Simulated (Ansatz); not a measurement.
# YHSe (P-6m2), stationary points along a deformation path

These are results of DFT r2SCAN, scalar-relativistic, plane waves, PAW in Ansatz 0.2.0, not measurements. Cutoff 500 eV, Γ-centred 9×9×8 k-points, Gaussian smearing of 0.05 eV. No spin polarisation. Energies are free energies at this smearing, counted from the undisturbed cell; pressure is positive in compression.

The undisturbed cell (as given, not relaxed at this level; it stands at 0.0 GPa, and it needn't be the usual structure):

```xyz
3
Lattice="3.8409 0.0000 0.0000 -1.9205 3.3263 0.0000 0.0000 0.0000 3.9155" Properties=species:S:1:pos:R:3 pbc="T T T"
Y     0.0000    0.0000    0.0000
H     0.0000    2.2176    0.0000
Se    1.9205    1.1088    1.9578
```

At fixed volume and fractional coordinates, lengths along (0.000, 0.000, 1.000) are scaled against those across it; ρ is that ratio over its starting value. V = 16.675 Å³/atom. Δσ is the stress along the axis less the mean stress across it (compression positive).

| ρ | ΔE (meV/atom) | Δσ (GPa) | space group |
| --- | --- | --- | --- |
| 0.850 | 142.1 | 24.86 | P-6m2 |
| 0.920 | 38.4 | 12.96 | P-6m2 |
| 0.960 | 9.6 | 6.52 | P-6m2 |
| 1.000 | 0.0 | 0.22 | P-6m2 |
| 1.050 | 12.4 | -7.59 | P-6m2 |
| 1.100 | 49.3 | -15.37 | P-6m2 |
| 1.200 | 188.5 | -30.94 | P-6m2 |

**Question.** How does the stress give the slope of the energy, and where is the energy stationary?

**Answer.** Along the path d ln(length) is 2/3 d ln ρ on the axis and −1/3 d ln ρ across it, so dE/d ln ρ = −(2/3) V Δσ: the energy falls with ρ where Δσ is positive. Δσ vanishes or changes sign between ρ = 1.000 and 1.050, a minimum (near 1.00 by linear interpolation). Pairs of stationary points between two samples would go unseen, and could change a minimum read from distant neighbours into a maximum.

**Question.** Integrate that slope from ρ = 1 to 1.200 by the trapezoid rule.

**Answer.** With V/N in Å³ and 1 eV/Å³ = 160.2 GPa the slopes at ρ = 1.000, 1.050, 1.100, 1.200 are -15, 526, 1067, 2147 meV/atom per unit of ln ρ. The steps add 12.5 + 37.1 + 139.8 = 189.3 meV/atom, against 188.5 from the energies; the trapezoid rule misses the curvature of the slope within each step.